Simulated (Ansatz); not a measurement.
# How far is PAW off for Sb?

```xyz
2
Lattice="2.2151 1.2789 3.7440 -2.2151 1.2789 3.7440 0.0000 -2.5578 3.7440" Properties=species:S:1:pos:R:3 pbc="T T T"
Sb    0.0000    0.0000    2.6242
Sb    0.0000    0.0000    8.6078
```

Atom numbers follow the list: Sb1, Sb2.

Structure: COD 9009654, as refined from experiment and not relaxed. The listed cell was then made from it by scaling, straining or moving an atom.

Spin–orbit coupling is left out, though it moves levels of the heavy atoms by tenths of an eV or more.

Levels of theory: DFT, PBEsol, PAW with Ansatz's default frozen-core files, scalar-relativistic (Ansatz 0.2.0); DFT, PBEsol, all-electron LAPW, scalar-relativistic (Ansatz 0.2.0).

For PAW: a Γ-centred 9×9×9 k mesh, Fermi–Dirac smearing of 0.05 eV, cutoff 420 eV, no spin polarisation; the PAW files were made with PBE, and the program remakes their frozen cores for this functional. LAPW targets a basis error of 0.5 meV/atom. The Ansatz runs share mesh, smearing and spin set-up. Plane-wave (PAW) pressures include the program's estimate of the Pulay term.

Stress and pressure are positive in compression.

The change that made this cell: equal xx and yy strain of +3 %.

PAW results:

```
              quantity     PAW
        pressure (GPa)   -2.87
       stress xx (GPa)   -3.31
       stress zz (GPa)   -1.99
force on Sb1, z (eV/Å)  -0.081
```

Problem. What does all-electron LAPW give for the same quantities?

Solution. 
```
              quantity    LAPW
        pressure (GPa)   -2.86
       stress xx (GPa)   -3.30
       stress zz (GPa)   -1.98
force on Sb1, z (eV/Å)  -0.081
```
